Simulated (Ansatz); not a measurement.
MgTe:
```yaml
crystal:
  lattice:
    - [2.11248, 1.21964, 3.44980]
    - [-2.11248, 1.21964, 3.44980]
    - [0.00000, -2.43928, 3.44980]
  atoms:
    - { symbol: Mg, position: [0.75003, 0.75003, 0.75003] }
    - { symbol: Te, position: [0.24997, 0.24997, 0.24997] }
```

The program Ansatz at the PBE level (PAW) gives a gap of 0.44 eV without spin–orbit coupling, maximum off the standard path, at k = (0.070, 0.070, 0.141), minimum at F.

Q: What happens when spin–orbit coupling is switched on?

A: The gap closes at this level.

Q: Give the Z2 indices of the occupied bands with spin–orbit coupling.

A: 0;(000).

Space group Fm-3m (rock salt). A made-up cell: these elements were put on the sites of a structure type; the Crystallography Open Database copy checked does not list it. COD files the formula under space group No. 186, so this cell is another polymorph or a model. Its standing as an ambient phase is unchecked. The cell was relaxed with PBE under the symmetry of its start; of distortions, only those at the zone centre were tested.

Potentials: the later of the program's two PAW sets.
